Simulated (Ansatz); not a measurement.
Cs$_{3}$GaF$_{6}$: reading a single point

```
Cs Ga F
1.0
     0.00000    4.77316    4.77316
     4.77316    0.00000    4.77316
     4.77316    4.77316    0.00000
Cs Ga F
3 1 6
Direct
  0.75000 0.75000 0.75000
  0.25000 0.25000 0.25000
  0.00000 0.00000 0.00000
  0.50000 0.50000 0.50000
  0.29650 0.70350 0.70350
  0.70350 0.29650 0.70350
  0.70350 0.29650 0.29650
  0.29650 0.70350 0.29650
  0.70350 0.70350 0.29650
  0.29650 0.29650 0.70350
```

Method: r2SCAN, no spin polarisation; PAW, plane waves to 500 eV, 5×5×5 Γ-centred mesh, fermi-dirac occupations (width 0.1 eV) (Ansatz 0.2.0), atoms fixed.

Electronic structure: The gap is 6.70 eV, indirect (the least direct gap found is 6.72 eV). A semilocal functional usually gives too small a gap.
Band edges: Within 0.7 eV of the edges, the states project mainly on F p (96 %) below the gap and on Cs s (67 %) above it.
Stress: The pressure is -2.5 GPa (compression positive), so with the atoms held at these fractions the cell would first shrink.
Formation energy: -3.03 eV an atom against the elements' usual phases (free molecules for gases, crystals otherwise, with no correction for O₂ or N₂), so it is bound against them; other compounds may still compete. Relaxing would lower it.
Charges: Bader charges in e: Cs +0.92, Ga +2.16, F -0.82. In the mean Ga gives up most and F takes most.

Origin: a database entry at a rescaled volume.
